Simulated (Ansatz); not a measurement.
Relaxed CoSn (CoSn type, space group P6/mmm):

```
CELL_PARAMETERS angstrom
      5.24162     0.00000     0.00000
     -2.62081     4.53938     0.00000
      0.00000     0.00000     4.18794
ATOMIC_POSITIONS crystal
  Co 0.50000 0.00000 0.00000
  Co 0.50000 0.50000 0.00000
  Co 0.00000 0.50000 0.00000
  Sn 0.00000 0.00000 0.00000
  Sn 0.33333 0.66667 0.50000
  Sn 0.66667 0.33333 0.50000
```

In this cell atom 1 (Co, nearest neighbour Sn at 2.583 Å; its periodic images, 4.2 Å or more away, move with it) is moved by s along Cartesian z, unit vector (0.000, 0.000, 1.000); all other atoms and the cell stay fixed.

Level of theory: r2SCAN (plane waves to 500 eV, PAW, scalar-relativistic; Ansatz, an electronic-structure program). k mesh 8×8×9 (Γ-centred), Fermi-Dirac smearing 0.05 eV. E stands for the smeared free energy. With partly filled bands, energies and forces of such displacements shift with the k mesh and the smearing. CoSn is run without spin polarisation. CoSn was relaxed with its symmetry unable to fall. The zero of ΔE is the undisplaced structure.

Successive frames, forces in eV/Å:

```csv
frame,ΔE (eV/cell),F on Co1,F on Co2,F on Co3,F on Sn4,F on Sn5,F on Sn6
s = -0.416 Å,0.804,"(0.000, 0.000, 4.597)","(0.000, 0.000, 0.183)","(0.000, 0.000, 0.183)","(0.000, 0.000, -0.271)","(0.000, -1.362, -2.346)","(0.000, 1.362, -2.346)"
s = -0.312 Å,0.414,"(0.000, 0.000, 2.985)","(0.000, 0.000, 0.184)","(0.000, 0.000, 0.184)","(0.000, 0.000, -0.209)","(0.000, -0.720, -1.572)","(0.000, 0.720, -1.572)"
s = -0.208 Å,0.170,"(0.000, 0.000, 1.746)","(0.000, 0.000, 0.157)","(0.000, 0.000, 0.157)","(0.000, 0.000, -0.142)","(0.000, -0.304, -0.959)","(0.000, 0.304, -0.959)"
```

Task: What are the energy and the forces in the next frame, s = -0.104 Å?

Result: ΔE (eV/cell) = 0.040.

```tsv
atom	Fx	Fy	Fz
Co1	0.000	0.000	0.792
Co2	0.000	0.000	0.092
Co3	0.000	0.000	0.092
Sn4	0.000	0.000	-0.071
Sn5	0.000	-0.074	-0.452
Sn6	0.000	0.074	-0.452
```

(For displaced atoms, the force is minus the slope of the energy, and its curvature is a force constant, which sets phonon frequencies.)
